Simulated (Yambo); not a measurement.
A G0W0@PBEsol run in Yambo for CsCdF3 (cubic perovskite, space group Pm-3m, No. 221) (4×4×4 Γ-centred k mesh, bands 5 to 139 and a 7 Ry block in the screening, 139 bands in G with the Bruneval-Gonze terminator, plasmon pole fitted at 27.2 eV) gives these matrix elements, in eV, at the band edges (R → Γ):

| state | E0 | <Vxc> | <Σx> | <Σc(E0)> | Z |
|---|---|---|---|---|---|
| valence edge | 0.000 | -25.266 | -32.050 | 4.690 | 0.809 |
| conduction edge | 3.228 | -12.311 | -7.480 | -3.364 | 0.867 |

Problem. Solve the linearised quasiparticle equation for both states, give the gap, and say how exchange and correlation each act on it.

Solution. E = E0 + Z(Σx + Σc − Vxc). Valence: 0.000 + 0.809 × (-32.050 + (4.690) − (-25.266)) = -1.69 eV. Conduction: 3.228 + 0.867 × (-7.480 + (-3.364) − (-12.311)) = 4.50 eV. The gap is 6.19 eV, against 3.23 eV in PBEsol. Replacing Vxc by bare exchange alone would open it by 11.62 eV; correlation takes back 8.05 eV of that, and Z scales what is left. Nearest settings tried, and what they do to the gap: 109 bands in W, 109 bands in G: +87 meV; 4 Ry block (93 vectors against 203): +97 meV; 2×2×2 mesh: +16 meV. So the settings aren't converged at that level. Spin-orbit splittings are left out. The cell is held in this high symmetry; tilts and polar distortions were not searched.

Geometry of the Materials Project entry, not relaxed at this level; primitive cell a = b = c = 4.4868 Å, α = β = γ = 90.00°.

The structure is a Materials Project entry; no match was found in the copy of COD used, and its stability was not checked.
